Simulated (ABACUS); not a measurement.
Worked example: self-consistent single point of CoGe (P2_13, 8 atoms in the cell; from Materials Project mp-10692, changed as shown) in ABACUS.

All values come from this method and carry its errors: PBEsol, PseudoDojo 0.4 standard norm-conserving PBEsol (tails mended) pseudopotentials (plane waves; ABACUS 3.10.1).

The change in words: volume scaled by 1.04. Reference geometry (P2_13):
```
CoGe
1.0
    4.57947     0.00000     0.00000
    0.00000     4.57947     0.00000
    0.00000     0.00000     4.57947
Co Ge
4 4
Direct
  0.13683   0.13683   0.13683
  0.36317   0.86317   0.63683
  0.63683   0.36317   0.86317
  0.86317   0.63683   0.36317
  0.83981   0.83981   0.83981
  0.66019   0.16019   0.33981
  0.33981   0.66019   0.16019
  0.16019   0.33981   0.66019
```

Reference input (self-consistent single point, DFT, PBEsol, plane waves, PseudoDojo 0.4 standard norm-conserving PBEsol (tails mended) pseudopotentials): KPT = Gamma 3 3 3 0 0 0; basis_type = pw; ecutwfc = 96 Ry; smearing_method = mv; smearing_sigma = 0.0199916 Ry; potentials = PseudoDojo 0.4 standard norm-conserving PBEsol (tails mended); symmetry = 1; symmetry_prec = 1e-05; ks_solver = dav; scf_nmax = 100; scf_thr = 1.0e-09 Ry; mixing_type = broyden. This run's input differs from it in these lines:

```diff
@@ -25,8 +25,8 @@
 LATTICE_CONSTANT
-8.653944
+8.767821
 
 LATTICE_VECTORS
-   1.0000000111    0.0000000000    0.0000000000
-   0.0000000000    1.0000000111    0.0000000000
-   0.0000000000    0.0000000000    1.0000000111
+   0.9999999865    0.0000000000    0.0000000000
+   0.0000000000    0.9999999865    0.0000000000
+   0.0000000000    0.0000000000    0.9999999865
 
@@ -38,6 +38,6 @@
 4
-   0.6266088801    0.6266088801    0.6266088801
-   1.6631261199    3.9528611199    2.9163438801
-   2.9163438801    1.6631261199    3.9528611199
-   3.9528611199    2.9163438801    1.6631261199
+   0.6348543927    0.6348543927    0.6348543927
+   1.6850111073    4.0048766073    2.9547198927
+   2.9547198927    1.6850111073    4.0048766073
+   4.0048766073    2.9547198927    1.6850111073
 
@@ -46,6 +46,6 @@
 4
-   3.8458847007    3.8458847007    3.8458847007
-   3.0233202993    0.7335852993    1.5561497007
-   1.5561497007    3.0233202993    0.7335852993
-   0.7335852993    1.5561497007    3.0233202993
+   3.8964924911    3.8964924911    3.8964924911
+   3.0631040089    0.7432385089    1.5766269911
+   1.5766269911    3.0631040089    0.7432385089
+   0.7432385089    1.5766269911    3.0631040089
 # file: KPT
```

Log, with long lists cut:

```
 SELF-CONSISTENT
 -------------------------------------------
                                 init_chg = atomic

 PW ALGORITHM --------------- ION=   1  ELEC=   1--------------------------------

 Density error is 1.58182429044
                          Error Threshold = 0.01
 E_KohnSham     -1935.8704838181     -26338.8691699432
 E_Fermi        1.2368543390         16.8282666067

 PW ALGORITHM --------------- ION=   1  ELEC=   2--------------------------------

 Density error is 2.37871416654
                          Error Threshold = 0.00127566475035
 E_KohnSham     -1936.1347702230     -26342.4649709542
   [... lines left out ...]

 Density error is 5.44333454257e-09
                          Error Threshold = 2.13033939075e-11
 E_KohnSham     -1936.4081078825     -26346.1839206004
 E_Fermi        1.3192259831         17.9489903201

 PW ALGORITHM --------------- ION=   1  ELEC=  11--------------------------------

 Density error is 1.03874507445e-10
                          Error Threshold = 4.38978592142e-12
 E_KohnSham     -1936.4081078832     -26346.1839206099
 E_KS(sigma->0) -1936.4117914764     -26346.2340384667
 E_entropy(-TS) 0.0073671864         0.1002357137
 E_Fermi        1.3192199482         17.9489082115
 charge density convergence is achieved
 final etot is -26346.183921 eV
 EFERMI = 17.948908211 eV

 STATE ENERGY(eV) AND OCCUPATIONS    NSPIN == 1
   [... 72 lines left out ...]

 TOTAL-FORCE (eV/Angstrom)
                       Co1        -0.0564794899        -0.0564794899        -0.0564794899
                       Co2         0.0564794899         0.0564794899        -0.0564794899
                       Co3        -0.0564794899         0.0564794899         0.0564794899
                       Co4         0.0564794899        -0.0564794899         0.0564794899
                       Ge1        -0.0470512816        -0.0470512816        -0.0470512816
                       Ge2         0.0470512816         0.0470512816        -0.0470512816
                       Ge3        -0.0470512816         0.0470512816         0.0470512816
   [... lines left out ...]

 TOTAL-STRESS (KBAR)
       -81.7926023418         0.0000000000         0.0000000000
         0.0000000000       -81.7926023418        -0.0000000000
         0.0000000000        -0.0000000000       -81.7926023418
 TOTAL-PRESSURE: -81.792602 KBAR

 --------------------------------------------
 !FINAL_ETOT_IS -26346.1839206098702562 eV
 --------------------------------------------
```

The run converged in 11 iterations. Against the reference run the free energy goes up by 14.4 meV/atom, the pressure goes from -1.23 to -8.18 GPa and the largest force goes from 0.039 to 0.098 eV/Å.

The run has no spin polarisation, so moments on Co cannot form. The structure comes from a collection of computed structures, made at another level of theory; the collection holds predicted forms beside known ones. No clean gap shows at this smearing width and mesh (spacing up to 0.45 Å⁻¹); the mesh is coarse for partly filled bands, so the values carry mesh errors.

Cost on one core: roughly 2.0 core-minutes.

“Tails mended”: in these copies of the files the far tail of each local potential was reset to the Coulomb form.
